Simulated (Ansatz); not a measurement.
# NaNbGaP3O12, one structure, two calculations

Cell: a computed structure from the Materials Project (it need not be an observed phase), atoms as given.

```cif
data_NaNbGaP3O12
_symmetry_space_group_name_H-M 'R3c:H'
_symmetry_Int_Tables_number 161
_cell_length_a 8.6647
_cell_length_b 8.6647
_cell_length_c 22.5466
_cell_angle_alpha 90.000
_cell_angle_beta 90.000
_cell_angle_gamma 120.000
loop_
_atom_site_label
_atom_site_type_symbol
_atom_site_symmetry_multiplicity
_atom_site_Wyckoff_symbol
_atom_site_fract_x
_atom_site_fract_y
_atom_site_fract_z
Na Na 6 a 0.0000 0.0000 0.4964
Nb Nb 6 a 0.0000 0.0000 0.6450
Ga Ga 6 a 0.0000 0.0000 0.3521
P P 18 b 0.9593 0.3419 0.5846
O13 O 18 b 0.2065 0.0333 0.3063
O19 O 18 b 0.7981 0.9698 0.6949
O25 O 18 b 0.0235 0.8344 0.4092
O31 O 18 b 0.9735 0.1680 0.5905
```

One atom of each set is listed; the run and its k-mesh use a cell of 36 atoms with edges of 9.03, 9.03, 9.03 Å.

First run. The numbers come from a DFT calculation in Ansatz (PBE, plane waves and PAW, scalar-relativistic, 420 eV cutoff, Γ-centred 3×3×3 k-points, Fermi–Dirac smearing 0.02 eV).

```json
{"site": "Na", "V_zz (10²¹ V/m²)": "-0.89", "η": "0.00"}
{"site": "Nb", "V_zz (10²¹ V/m²)": "-0.22", "η": "0.00"}
{"site": "Ga", "V_zz (10²¹ V/m²)": "0.24", "η": "0.00"}
{"site": "P", "V_zz (10²¹ V/m²)": "-3.23", "η": "0.46"}
{"site": "O13", "V_zz (10²¹ V/m²)": "11.62", "η": "0.16"}
{"site": "O19", "V_zz (10²¹ V/m²)": "9.53", "η": "0.03"}
{"site": "O25", "V_zz (10²¹ V/m²)": "10.89", "η": "0.33"}
{"site": "O31", "V_zz (10²¹ V/m²)": "9.49", "η": "0.21"}
```

Second run. The same atoms and settings, except that the functional is r2SCAN and the cutoff is 500 eV.

Problem. Given the first result, estimate the second.

Solution. 

| site | V_zz | η | change of V_zz |
| --- | --- | --- | --- |
| Na | -0.91 | 0.00 | -0.02 |
| Nb | -0.33 | 0.00 | -0.11 |
| Ga | 0.23 | 0.00 | -0.01 |
| P | -3.42 | 0.50 | -0.19 |
| O13 | 11.62 | 0.16 | 0.00 |
| O19 | 9.73 | 0.03 | +0.20 |
| O25 | 10.98 | 0.33 | +0.09 |
| O31 | 9.70 | 0.21 | +0.21 |

The largest change of V_zz is on O31, from 9.49 to 9.70. In per cent, |V_zz| changes by +2 on Na, +6 on P, 0 to +2 on O (all sites that start above 0.5).

Without spin–orbit coupling (the program notes it for Nb) the gradients are little affected as a rule: paired runs on crystals with a gap mostly move them by under 2 % at such atoms.
For the first run: The largest force is 0.5 eV/Å, so the atoms aren't at the calculated equilibrium and relaxing them would move these values. A computed database structure should lie near equilibrium, so this entry is doubtful.
For the second run: At this cell the r2SCAN pressure is -6 GPa, so with r2SCAN the cell would shrink if it were relaxed. The entry's cell may itself be off. The largest force is 0.4 eV/Å, so the atoms aren't at the calculated equilibrium and relaxing them would move these values.
